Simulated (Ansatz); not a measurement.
BN in space group P6_3/mmc (No. 194; B on 2c, N on 2d), a = b = 2.4889 Å, c = 6.4927 Å, α = β = 90.00°, γ = 120.00°.

Relaxed with LDA.

### Question
Decompose the optical modes at the zone centre into irreducible representations, and say which are infrared and Raman allowed.

### Answer
Point group 6/mmm: Γ_opt = A2u + 2B1g + E1u + 2E2g. Infrared: A2u, E1u. Raman: E2g.

### Question
Assign frequencies (DFPT, plane-wave PAW LDA (Ansatz code); without the LO–TO term).

### Answer
E2g 50, B1g 113, A2u 752, B1g 811, E2g 1385, E1u 1385 cm⁻¹.

Subscripts of B labels follow the axes of the standard setting.

Symmetry was held in the LDA relaxation; phonons on a q-mesh show no instability. A crystal of weakly bound layers computed without a dispersion correction: the cell and the soft elastic constants depend strongly on that.

Potentials: the later of the program's two PAW sets.
